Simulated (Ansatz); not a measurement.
The relaxed structure here is a generated cell of Fe: the first start was made by placing the elements on the sites of a structure type, and the end was not matched to a known phase here, so it may be hypothetical. Known forms of Fe include space group No. 229.

A relaxed structure of Fe. Space group R-3m (No. 166), AFLOW prototype A_hR12_166_2h (as in B). Level of theory: PBEsol (plane waves to 420 eV, PAW, scalar-relativistic; Ansatz, a program for electronic structure).

```cif
data_Fe12
_chemical_formula_sum 'Fe12'
_space_group_name_H-M_alt 'P 1'
_space_group_IT_number 1
_cell_length_a 6.27406
_cell_length_b 6.27406
_cell_length_c 6.27406
_cell_angle_alpha 55.642
_cell_angle_beta 55.642
_cell_angle_gamma 55.642
loop_
_space_group_symop_operation_xyz
  'x, y, z'
loop_
_atom_site_label
_atom_site_type_symbol
_atom_site_fract_x
_atom_site_fract_y
_atom_site_fract_z
_atom_site_occupancy
Fe1 Fe 0.02080 0.63075 0.02080 1
Fe2 Fe 0.02080 0.02080 0.63075 1
Fe3 Fe 0.63075 0.02080 0.02080 1
Fe4 Fe 0.97920 0.36925 0.97920 1
Fe5 Fe 0.97920 0.97920 0.36925 1
Fe6 Fe 0.36925 0.97920 0.97920 1
Fe7 Fe 0.23321 0.61012 0.23321 1
Fe8 Fe 0.23321 0.23321 0.61012 1
Fe9 Fe 0.61012 0.23321 0.23321 1
Fe10 Fe 0.76679 0.38988 0.76679 1
Fe11 Fe 0.76679 0.76679 0.38988 1
Fe12 Fe 0.38988 0.76679 0.76679 1
```

Give the magnetic moment at the level PBEsol.

Zero (the starting moments vanished).

No spin polarisation in the result: the starting moments vanished. A magnetic state may lie lower.

The run could not lose the symmetry of its start: the end is stationary, and may be a saddle point rather than a minimum.
